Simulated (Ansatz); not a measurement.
## Calculated quadrupolar parameters for Cs₃Tl₂Cl₉

The cell is a computed structure from the Materials Project (it need not be an observed phase), taken as it stands.

```
CELL_PARAMETERS angstrom
6.46674 3.73357 6.17938
-6.46674 3.73357 6.17938
0.00000 -7.46715 6.17938
ATOMIC_POSITIONS crystal
Cs 0.08786 0.41214 0.75000
Cs 0.75000 0.08786 0.41214
Cs 0.41214 0.75000 0.08786
Cs 0.91214 0.58786 0.25000
Cs 0.25000 0.91214 0.58786
Cs 0.58786 0.25000 0.91214
Tl 0.64918 0.64918 0.64918
Tl 0.35082 0.35082 0.35082
Tl 0.14918 0.14918 0.14918
Tl 0.85082 0.85082 0.85082
Cl 0.59389 0.90611 0.75000
Cl 0.75000 0.59389 0.90611
Cl 0.90611 0.75000 0.59389
Cl 0.40611 0.09389 0.25000
Cl 0.25000 0.40611 0.09389
Cl 0.09389 0.25000 0.40611
Cl 0.41605 0.58694 0.76406
Cl 0.76406 0.41605 0.58694
Cl 0.58694 0.76406 0.41605
Cl 0.58395 0.41306 0.23594
Cl 0.23594 0.58395 0.41306
Cl 0.41306 0.23594 0.58395
Cl 0.26406 0.08694 0.91605
Cl 0.08694 0.91605 0.26406
Cl 0.91605 0.26406 0.08694
Cl 0.73594 0.91306 0.08395
Cl 0.91306 0.08395 0.73594
Cl 0.08395 0.73594 0.91306
```

Sites (sets of like atoms) are named by element and the number of their first atom in this list.

All values are calculated (Ansatz; DFT, PBE, plane waves and PAW, scalar-relativistic, 420 eV cutoff, Γ-centred 3×3×3 k-points, Fermi–Dirac smearing 0.02 eV), not measured.

Conventions: |V_zz| ≥ |V_yy| ≥ |V_xx|, η = (V_xx − V_yy)/V_zz, C_Q = eQV_zz/h. Directions are in the Cartesian axes of the cell vectors above, for the atom listed; none is given where the gradient is under 0.02 or η is above 0.95.

Question: Give the quadrupolar parameters of the distinct sites.

Answer: 

```json
{"site": "Cs", "first atom": "1", "first shell": "12 Cl at 3.66–3.83 Å", "V_zz (10²¹ V/m²)": "1.23", "η": "0.66", "direction of V_zz (x, y, z)": "0.00 -0.46 0.89"}
{"site": "Tl", "first atom": "7", "first shell": "6 Cl at 2.51–2.75 Å", "V_zz (10²¹ V/m²)": "11.39", "η": "0.00", "direction of V_zz (x, y, z)": "0.00 0.00 1.00"}
{"site": "Cl11", "first atom": "11", "first shell": "2 Tl at 2.75 Å, angle 86°", "V_zz (10²¹ V/m²)": "-10.12", "η": "0.15", "direction of V_zz (x, y, z)": "0.00 1.00 -0.01"}
{"site": "Cl17", "first atom": "17", "first shell": "1 Tl at 2.51 Å", "V_zz (10²¹ V/m²)": "18.22", "η": "0.08", "direction of V_zz (x, y, z)": "0.44 0.79 0.43"}
```

An axis of threefold or higher order runs through Tl, so V_zz lies along it and η is zero. At Cl11 V_zz stands upright on the plane of its two bonds (within 1°). At Cl17 V_zz points along its bond to Tl (within 1°).

Spin–orbit coupling is left out, which shifts gradients on Tl by a few per cent, and by more where contributions nearly cancel.

The run took 3.8 min of wall time (2.8 min of CPU time) and 2 GiB at its peak, on 2 threads of Intel Xeon Processor @ 2.50GHz (Skylake/Cascade Lake) (x86_64; 62 cores open to the job, memory cap 5.0 GiB, no GPU), a shared host with a load of 0.9 a core.
